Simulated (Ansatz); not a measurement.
Cu (fcc, Cu type)

```xyz
4
Lattice="3.5638 0.0000 0.0000 0.0000 3.5638 0.0000 0.0000 0.0000 3.5638" Properties=species:S:1:pos:R:3 pbc="T T T"
Cu     0.0000     0.0000     0.0000
Cu     1.7819     1.7819     0.0000
Cu     1.7819     0.0000     1.7819
Cu     0.0000     1.7819     1.7819
```

Scan: atom 4 (Cu, nearest neighbour Cu at 2.520 Å; its periodic images, 3.6 Å or more away, move with it) is displaced along Cartesian [111], direction (0.577, 0.577, 0.577) in Cartesian axes, by s. The other atoms stay.

Computed with PBEsol (plane waves to 420 eV, PAW, scalar-relativistic; Ansatz, a quantum-chemistry and plane-wave program). k mesh 11×11×11 (Γ-centred), Fermi-Dirac smearing 0.05 eV. The energy includes the smearing's −TS. Left out: 2 of 11 points, with atoms too close for the PAW data. With partly filled bands, energies and forces of such displacements shift with the k mesh and the smearing. F∥ is the force on the atom along that direction. Cu is run without spin polarisation. Cu was relaxed with its symmetry unable to fall. The zero of ΔE is the undisplaced structure.

| s (Å) | ΔE (meV/cell) | F∥ (eV/Å) |
|---|---|---|
| -0.608 | 1942 | 8.055 |
| -0.456 | ? | 4.951 |
| -0.304 | ? | ? |
| -0.152 | 91 | 1.228 |
| 0.000 | 0 | 0.000 |
| 0.152 | 91 | -1.228 |
| 0.304 | ? | ? |
| 0.456 | ? | -4.951 |
| 0.608 | 1942 | -8.055 |

**Question.** What belongs in the gaps?

**Answer.** 
- -0.456, ΔE (meV/cell): 966
- -0.304, ΔE (meV/cell): 389
- -0.304, F∥ (eV/Å): 2.773
- 0.304, ΔE (meV/cell): 389
- 0.304, F∥ (eV/Å): -2.773
- 0.456, ΔE (meV/cell): 966

(A displaced cell: forces are minus the slopes of the energy, force constants its curvatures, and phonons follow from these.)
